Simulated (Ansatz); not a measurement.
Ga:
```cif
data_Ga4
_chemical_formula_sum 'Ga4'
_space_group_name_H-M_alt 'P 1'
_space_group_IT_number 1
_cell_length_a 4.40879
_cell_length_b 4.40879
_cell_length_c 4.48583
_cell_angle_alpha 90.000
_cell_angle_beta 90.000
_cell_angle_gamma 118.951
loop_
_space_group_symop_operation_xyz
  'x, y, z'
loop_
_atom_site_label
_atom_site_type_symbol
_atom_site_fract_x
_atom_site_fract_y
_atom_site_fract_z
_atom_site_occupancy
Ga1 Ga 0.65595 0.34405 0.41664 1
Ga2 Ga 0.34405 0.65595 0.58336 1
Ga3 Ga 0.84405 0.15595 0.91664 1
Ga4 Ga 0.15595 0.84405 0.08336 1
```

Relaxed with PBEsol.

### Question
Which orbitals make up the states near the Fermi level in the program Ansatz at the PBEsol level (PAW)?

### Answer
Within 0.5 eV of the Fermi level: Ga 4p 81 %, Ga 4s 17 %. Projections are on Löwdin-orthogonalised atomic valence shells; empty p or d shells of many metals are not among them.

### Question
Tabulate the density of states.

### Answer
States/eV per cell of 4 atoms, in 0.25 eV bins, energy from the Fermi level.

```
E (eV)  total  Ga 4p  Ga 4s  Ga 3d
------  -----  -----  -----  -----
-7.85    0.87   0.41   0.45   0.01
-7.60    0.90   0.41   0.47   0.01
-7.35    1.02   0.46   0.54   0.01
-7.10    1.13   0.52   0.60   0.01
-6.85    1.10   0.51   0.58   0.01
-6.60    0.87   0.40   0.45   0.01
-6.35    0.79   0.38   0.40   0.01
-6.10    1.13   0.56   0.55   0.01
-5.85    1.12   0.56   0.54   0.01
-5.60    1.20   0.61   0.57   0.01
-5.35    1.26   0.66   0.59   0.01
-5.10    1.22   0.62   0.57   0.01
-4.85    1.18   0.60   0.56   0.01
-4.60    1.13   0.57   0.54   0.01
-4.35    1.09   0.54   0.52   0.01
-4.10    0.95   0.50   0.43   0.01
-3.85    0.90   0.51   0.38   0.01
-3.60    1.02   0.65   0.35   0.01
-3.35    1.30   0.86   0.42   0.01
-3.10    1.50   1.03   0.45   0.01
-2.85    1.36   0.98   0.36   0.01
-2.60    1.35   1.02   0.31   0.01
-2.35    1.36   1.06   0.28   0.01
-2.10    1.45   1.17   0.26   0.01
-1.85    1.64   1.36   0.26   0.01
-1.60    1.93   1.64   0.27   0.01
-1.35    2.11   1.82   0.26   0.02
-1.10    1.87   1.61   0.23   0.01
-0.85    1.62   1.39   0.20   0.01
-0.60    1.44   1.22   0.19   0.01
-0.35    1.18   0.99   0.17   0.01
-0.10    0.82   0.68   0.13   0.01
0.15     0.50   0.39   0.09   0.00
0.40     0.78   0.59   0.17   0.01
0.65     1.33   0.92   0.37   0.01
0.90     1.71   1.07   0.57   0.01
1.15     2.26   1.39   0.77   0.02
1.40     1.99   1.29   0.62   0.01
1.65     1.78   1.20   0.50   0.01
1.90     1.46   0.99   0.40   0.01
2.15     1.44   0.98   0.38   0.01
2.40     1.73   1.20   0.43   0.01
2.65     1.74   1.23   0.41   0.01
2.90     1.92   1.35   0.44   0.01
3.15     1.95   1.38   0.44   0.01
3.40     1.79   1.28   0.38   0.01
3.65     1.77   1.30   0.33   0.01
3.90     2.04   1.50   0.37   0.01
4.15     1.78   1.29   0.33   0.01
4.40     1.96   1.43   0.32   0.01
```

Space group Cmce (α-Ga). The cell was relaxed with PBEsol under the symmetry of its start. Spin–orbit coupling is left out wherever it is not named.

Potentials: the later of the program's two PAW sets.
